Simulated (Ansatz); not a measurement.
**Property card for SiO2**

SiO2:
```
CELL_PARAMETERS angstrom
      4.94920     0.00000     0.00000
     -2.47460     4.28613     0.00000
      0.00000     0.00000     5.44188
ATOMIC_POSITIONS crystal
  Si 0.52964 0.52964 0.00000
  Si 0.47036 0.00000 0.33333
  Si 0.00000 0.47036 0.66667
  O  0.26694 0.41251 0.78550
  O  0.58749 0.85443 0.11884
  O  0.14557 0.73306 0.45217
  O  0.41251 0.26694 0.21450
  O  0.85443 0.58749 0.88116
  O  0.73306 0.14557 0.54783
```

Space group P3_121 (No. 152); conventional cell a = 4.9492 Å, b = 4.9492 Å, c = 5.4419 Å, α = 90.00°, β = 90.00°, γ = 120.00°.

Method: PBEsol (plane waves, PAW; program Ansatz). Structure relaxed to zero pressure with the same functional. Other levels are named where they apply.

Cell and energy:

| Property | Result |
|---|---|
| Volume per atom | 12.83 Å³ |
| Density | 2.59 g/cm³ |
| Formation energy from the elements (no fitted shifts) | -2.81 eV/atom |

Electronic structure:

| Property | Value |
|---|---|
| Band gap | 5.72 eV (indirect) |
| Valence-band maximum | at K |
| Conduction-band minimum | at Γ |
| Smallest direct gap on the standard path | 6.01 eV |
| Electron effective mass | 0.50 mₑ (isotropic) |
| HSE06 gap on the PBEsol cell | 7.67 eV |

Mechanics:

| Quantity | Value |
|---|---|
| Bulk modulus (Birch–Murnaghan fit) | 31.6 GPa |
| Pressure derivative B′ | 5.8 |
| Elastic constants (relaxed ions, GPa) | C11 = 75.7, C12 = 4.7, C13 = 8.4, C14 = -17.6, C33 = 93.0, C44 = 53.3 |
| Mechanical stability | stable (all eigenvalues of C positive) |
| Hill bulk and shear moduli | 31.7 and 39.7 GPa |
| Young's modulus | 84.0 GPa |
| Poisson's ratio | 0.06 |
| Debye temperature from the elastic constants | 542 K |
| Piezoelectric stress constants (proper, relaxed ions, C/m²) | e11 = 0.17, e12 = e26 = -0.17, e14 = -0.04, e25 = 0.04 |

Dielectric response:

| Item | Value |
|---|---|
| Electronic dielectric constant ε∞ (DFPT) | 2.49 (xx = yy), 2.52 (zz) |
| Static dielectric constant ε0 (ions relaxed, cell fixed) | 4.63 (xx = yy), 4.85 (zz) |
| Born charges (a third of the trace) | Si +3.38, O -1.69 e |
| Largest static χ(2) component | 0.94 pm/V |

Phonons:

| Item | Value |
|---|---|
| Highest zone-centre frequency (without LO–TO term) | 1135 cm⁻¹ |
| Zone-centre stability | no imaginary mode at Γ |
| Dynamical stability on the path | unstable, down to 15i cm⁻¹ |

The PBEsol relaxation kept the symmetry of its start. Signs of piezoelectric constants follow the polarity of the cell as given. The references are the lowest solids computed at this level, not always the standard phases (solids in place of the gases).

Potentials: the earlier of the program's two PAW sets. The files were generated under PBE; for other functionals the program regenerates the frozen cores, and for LDA and PBEsol the local potential too.
